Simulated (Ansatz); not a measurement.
Values for one crystal, relaxed and computed with the program Ansatz at the PBE level (PAW); other levels are named.

- Volume per atom: 28.31 Å³
- Electronic character: metallic (no gap)
- Pressure derivative B′: 7.7
- Bulk modulus (Birch–Murnaghan fit): 34.5 GPa
- Density of states at the Fermi level: 0.86 states/eV per atom (mean over ±0.08 eV)

Which compound is it?
A. O, bcc (W type)
B. Sb, I4_132 (Sb on 8a)
C. P, I4_132 (P on 8a)
D. Cl, P6_3/mmc (Cl on 2c)

C, P, I4_132 (P on 8a)

The start of the workflow was typed in or built on a structure type; neither database checked (COD, Materials Project) lists it. It is not the phase usual at ambient conditions (space group No. 64). The PBE relaxation kept the symmetry of its start; its stability against distortions is not shown here. The volume moved by 35 % from the start of the relaxation.

Potentials: the later of the program's two PAW sets.
